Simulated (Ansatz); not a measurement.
The start is a randomly generated symmetric cell of SnSe (space group No. 5). Cell shape, volume and atoms are optimised at zero target pressure with r2SCAN (plane waves to 500 eV, PAW, scalar-relativistic; Ansatz, an electronic-structure program). The first steps use a coarse 5×5×4 k-mesh.

Initial structure:
```yaml
crystal:
  lattice:
    - [3.05270, -4.60655, 0.00000]
    - [3.05270, 4.60655, 0.00000]
    - [-1.17791, 0.00000, 6.90477]
  atoms:
    - { symbol: Se, position: [0.74688, 0.30168, 0.63661] }
    - { symbol: Se, position: [0.69832, 0.25312, 0.36339] }
    - { symbol: Se, position: [0.98083, 0.01917, 0.50000] }
    - { symbol: Sn, position: [0.46591, 0.53409, 0.00000] }
    - { symbol: Sn, position: [0.73474, 0.07341, 0.11384] }
    - { symbol: Sn, position: [0.92659, 0.26526, 0.88616] }
```

Q: What pressure does the first self-consistent step give?

A: +38 GPa (positive: the cell is compressed).

Q: How much energy is released per atom?

A: 3.19 eV/atom.

Q: How does the volume change?

A: +21.6 %, from 32.37 to 39.36 Å³/atom.

Q: Write out the relaxed structure.

A: 
```cif
data_Se6Sn6
_chemical_formula_sum 'Se6 Sn6'
_space_group_name_H-M_alt 'C2'
_space_group_IT_number 5
_space_group_name_Hall 'C 2y'
_cell_length_a 6.77219
_cell_length_b 10.77839
_cell_length_c 6.62230
_cell_angle_alpha 90.000
_cell_angle_beta 102.314
_cell_angle_gamma 90.000
loop_
_atom_site_label
_atom_site_type_symbol
_atom_site_symmetry_multiplicity
_atom_site_Wyckoff_symbol
_atom_site_fract_x
_atom_site_fract_y
_atom_site_fract_z
_atom_site_occupancy
Se1 Se 4 c 0.17646 0.35315 0.76669 1
Se2 Se 2 b 0.50000 0.50675 0.50000 1
Sn1 Sn 2 a 0.00000 0.48429 0.00000 1
Sn2 Sn 4 c 0.12579 0.12470 0.84262 1
```
(The calculation used a cell of 6 atoms; values per cell refer to that cell.)

The space group stays C2 (No. 5) (the run could not lower it), with 6 atoms in the primitive cell. Final values are on a 8×8×7 k-mesh of the relaxed cell. No spin polarisation in the result.

The run could not lose the symmetry of its start, so the end can be a saddle point.

The relaxed structure here is a generated cell of SnSe: the first start was made by a random draw of sites in a space group, and the end was not matched to a known phase here, so it may be hypothetical. Known forms of SnSe include space group No. 62.
